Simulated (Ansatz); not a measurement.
# Ba2ZnNi2: reading a single point

```
Ba Zn Ni
1.0
     0.00000    4.31070    0.00000
     4.31070    0.00000    0.00000
     2.15535    2.15535   -6.77699
Ba Zn Ni
2 1 2
Direct
  0.34430 0.34430 0.31140
  0.65570 0.65570 0.68860
  0.00000 0.00000 0.00000
  0.14110 0.14110 0.71780
  0.85890 0.85890 0.28220
```

The numbers come from plane-wave PAW DFT (Ansatz): PBE, spin-orbit coupling, 420 eV, 6×6×6 Γ-centred k points, fermi-dirac occupations (width 0.1 eV). Nothing was relaxed.

The state carries no moments; the state need not be the lowest.

Stress: The pressure is 14.8 GPa (compression positive), so with the atoms held at these fractions the cell would first expand; the forces are large, so a full relaxation may end otherwise. The principal stresses 2.6, 2.6, 39.0 GPa differ, so its shape would change too.
Formation energy: 0.67 eV an atom against the elements' usual phases (free molecules for gases, crystals otherwise, with no correction for O₂ or N₂), so at this geometry it isn't bound against them. Relaxing would lower it.
Electronic structure: It is a metal, with about 2.5 states/eV a cell as the mean within 0.25 eV of the Fermi level.
Forces: The largest is on Ni5 (and as large on other atoms): 6.31 eV/Å, components (0.00, 0.00, -6.31). It makes 180° with the line to a nearest neighbour, Zn3 at 1.91 Å, pointing away from it.
Charges: Bader charges in e: Ba +0.91, Zn -0.12, Ni -0.85. In the mean Ba gives up most and Ni takes most.

Origin: a known structure type with other elements, at an estimated volume, so it need not be a known compound. Caveats: started without moments under time reversal, so no moment could form; atoms or cell far from equilibrium.
